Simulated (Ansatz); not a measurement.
Consider the following.

SrCl2:
```xyz
3
Lattice="0.0000 3.4540 3.4540 3.4540 0.0000 3.4540 3.4540 3.4540 0.0000" Properties=species:S:1:pos:R:3 pbc="T T T"
Sr     0.0000     0.0000     0.0000
Cl     1.7270     1.7270     1.7270
Cl     5.1810     5.1810     5.1810
```

This is the PBEsol-relaxed structure.

Task: All from PBEsol in the plane-wave PAW code Ansatz, unless another level is named. Predict the gap with spin–orbit coupling.

Result: 5.25 eV.

Task: Predict the hole effective mass with spin–orbit coupling.

Result: 0.41, 3.7, 3.7 mₑ (principal values).

Task: Give the weight of the valence-edge state by species (Voronoi cells).

Result: Cl 98 %.

Task: Give the conduction-band minimum.

Result: at Γ.

Space group Fm-3m (fluorite). The cell was relaxed with PBEsol under the symmetry of its start. Spin–orbit coupling is left out wherever it is not named.

Potentials: the later of the program's two PAW sets.
